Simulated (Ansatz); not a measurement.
Notes on YbZr₄Pb

```xyz
6
Lattice="0.0000 3.8899 3.8899 3.8899 0.0000 3.8899 3.8899 3.8899 0.0000" Properties=species:S:1:pos:R:3 pbc="T T T"
Zr    2.9107    2.9107    2.9107
Zr    2.9107    4.8691    4.8691
Zr    4.8691    4.8691    2.9107
Zr    4.8691    2.9107    4.8691
Pb    0.0000    0.0000    0.0000
Yb    5.8348    5.8348    5.8348
```

Method: r2SCAN, no spin polarisation; PAW, plane waves to 500 eV, 5×5×5 Γ-centred mesh, methfessel-paxton occupations (width 0.292 eV) (Ansatz 0.2.0), atoms fixed.

Question: What do density and ELF say about some of the short contacts?

Answer: Zr–Zr at 2.73 Å: least valence density 0.34 e/Å³ and ELF 0.20 there. Pb–Zr at 3.22 Å: least valence density 0.18 e/Å³ and ELF 0.15 there. Yb–Zr at 3.23 Å: least valence density 0.16 e/Å³ and ELF 0.18 there. Both are smooth PAW fields, read partly inside the augmentation spheres.

Question: What is the formation energy?

Answer: 0.58 eV an atom against the elements' usual phases (free molecules for gases, crystals otherwise, with no correction for O₂ or N₂), so at this geometry it isn't bound against them. Relaxing would lower it.

Question: Which element gives electrons and which takes them?

Answer: Bader charges in e: Yb +0.95, Zr +0.05, Pb -1.15. In the mean Yb gives up most and Pb takes most.

Question: Is the cell too large or too small?

Answer: The pressure is 23.6 GPa (compression positive), so with the atoms held at these fractions the cell would first expand; the forces are large, so a full relaxation may end otherwise.

Question: Is there a gap?

Answer: It is a metal, with about 12 states/eV a cell as the mean within 0.25 eV of the Fermi level, mostly Zr d (44 %) and Yb f (39 %).

Question: Where is the largest force?

Answer: The largest is on Zr1 (and as large on other atoms): 1.32 eV/Å, components (0.76, 0.76, 0.76). It makes 145° with the line to a nearest neighbour, Zr2 at 2.73 Å, pointing away from it.

Origin: a known structure type with other elements, at an estimated volume, so it need not be a known compound. Caveats: no spin polarisation, so a magnetic state may lie lower; atoms or cell far from equilibrium; wide smearing; f levels without a U or exact exchange are poorly placed.
